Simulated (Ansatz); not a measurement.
Simulated powder pattern, Fe Kα, λ = 1.93735 Å (kinematic, ideal powder, no thermal factors, no anomalous dispersion; the 30 strongest lines at most, above 1 %, up to 2θ = 90°):

| 2θ (°) | I/Imax (%) |
|---|---|
| 28.54 | 100 |
| 40.80 | 20 |
| 50.54 | 43 |
| 59.07 | 14 |
| 66.89 | 19 |
| 74.27 | 4.7 |
| 81.40 | 22 |
| 88.39 | 2.4 |

The pattern belongs to a structure relaxed with PBE+D3(BJ) in the plane-wave PAW code Ansatz.

Q: Which compound is it?
A. Mg, hcp (Mg type)
B. Rh, fcc (Cu type)
C. Rb, bcc (W type)

A: C, Rb, bcc (W type)

Q: Give the lattice parameters.

A: a = 5.558 Å.

Space group Im-3m (bcc (W type)). Symmetry was held in the PBE+D3(BJ) relaxation. The pairwise dispersion correction was not fitted to metals.

Potentials: the later of the program's two PAW sets.
